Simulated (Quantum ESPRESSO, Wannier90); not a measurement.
Wannier functions of TiC (rock salt)

```xyz
2
Lattice="0.0000 2.1657 2.1657 2.1657 0.0000 2.1657 2.1657 2.1657 0.0000" Properties=species:S:1:pos:R:3 pbc="T T T"
Ti     0.0000     0.0000     0.0000
C      2.1657     2.1657     2.1657
```

Materials Project entry mp-631; symmetrised, unrelaxed at this level. COD (Crystallography Open Database) has an entry of this formula and space group (matched by these alone). Computed values, not measurements, from PBEsol: Quantum ESPRESSO (norm-conserving PseudoDojo potentials, cutoff 68 Ry, no spin polarisation, no spin-orbit coupling) on a Γ-centred 12×12×12 mesh, then Wannier90. Density: 12×12×12 mesh, cold smearing 0.01 Ry.

Base run: 13 functions from bands 5-26 of the 26 computed, start hydrogen-like Ti: s;p;d; C: s;p, frozen window up to 1.50 eV relative to the Fermi level, outer window open. One setting was then changed (edges relative to the Fermi level; misfit to pw.x on a path, for states up to 1.0 eV relative to the Fermi level).

```
run      Ω_I (Å²)  rms misfit (meV)  worst (meV)
-------  --------  ----------------  -----------
base         8.94               1.4           18
changed      8.93               4.1           40
```

Question: Which change was made?
A. frozen window to 0.50 eV
B. no frozen window
C. only the lowest 19 of the kept bands
D. frozen window to 1.00 eV
E. frozen window to -1.50 eV

Answer: A, frozen window to 0.50 eV. The others give:

```tsv
run	Ω_I (Å²)	rms misfit (meV)	worst (meV)
frozen window to 1.00 eV	8.93	1.7	16
frozen window to -1.50 eV	8.91	29	181
no frozen window	8.28	1200	2061
only the lowest 19 of the kept bands	10.21	0.5	2.8
```
